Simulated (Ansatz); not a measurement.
SnTeO3:
```
SnTeO3
1.0
    2.76234     1.59484    10.02570
   -2.76234     1.59484    10.02570
    0.00000    -3.18967    10.02570
Sn Te O
2 2 6
Direct
  0.72060   0.72060   0.72060
  0.22060   0.22060   0.22060
  0.95382   0.95382   0.95382
  0.45382   0.45382   0.45382
  0.60396   0.96587   0.20545
  0.96587   0.20545   0.60396
  0.20545   0.60396   0.96587
  0.70545   0.46587   0.10396
  0.46587   0.10396   0.70545
  0.10396   0.70545   0.46587
```

Relaxed with plane-wave PAW PBE (Ansatz code). Indices refer to the conventional cell of R3c, a = b = 5.5247 Å, c = 30.0771 Å, α = β = 90.00°, γ = 120.00°.

**Question.** Simulate the powder diffraction pattern (neutron, λ = 1.5401 Å; lines above 1 %) up to 2θ = 90°.

**Answer.** Simulated powder pattern, neutron, λ = 1.5401 Å (kinematic, ideal powder, no thermal factors, coherent scattering alone; the 30 strongest lines at most, above 1 %, up to 2θ = 90°):

```tsv
2θ (°)	d (Å)	I/Imax (%)	hkl
17.67	5.013	100	(0006)
19.45	4.559	8.7	(0 1 -1 2)
21.99	4.037	93	(1 0 -1 4)
30.20	2.956	18	(0 1 -1 8)
33.61	2.663	74	(1 1 -2 3)
35.21	2.546	14	(1 0 -1 10)
42.41	2.129	48	(1 1 -2 9)
44.86	2.018	35	(2 0 -2 8)
49.02	1.856	62	(1 1 -2 12)
51.95	1.758	25	(2 1 -3 4)
56.40	1.630	18	(1 2 -3 8)
56.66	1.623	30	(1 1 -2 15)
57.60	1.598	15	(2 0 -2 14)
57.74	1.595	48	(3 0 -3 0)
60.89	1.520	39	(0 3 -3 6)+(3 0 -3 6)
62.80	1.478	14	(0 2 -2 16)
65.18	1.430	38	(1 1 -2 18)
68.50	1.368	13	(2 2 -4 3)
71.02	1.326	9.3	(1 3 -4 1)
72.21	1.307	37	(1 3 -4 4)
72.92	1.296	9.0	(3 1 -4 5)
74.21	1.276	12	(2 2 -4 9)
74.55	1.271	20	(1 1 -2 21)
74.80	1.268	8.7	(1 3 -4 7)
78.73	1.214	16	(1 3 -4 10)
79.07	1.210	21	(2 2 -4 12)
80.89	1.187	14	(0 2 -2 22)
81.37	1.181	16	(4 0 -4 4)
85.22	1.137	10	(2 2 -4 15)
89.84	1.091	12	(2 1 -3 22)
```

The start of the workflow was typed in or built on a structure type; neither database checked (COD, Materials Project) lists it. Whether it is the stable phase at ambient conditions was not checked. The cell was relaxed with PBE under the symmetry of its start; whether a distortion lowers the energy is not shown. The volume moved by 110 % from the start of the relaxation. Scalar-relativistic: spin–orbit coupling is off unless named, which matters more the heavier the elements.

Potentials: the earlier of the program's two PAW sets.
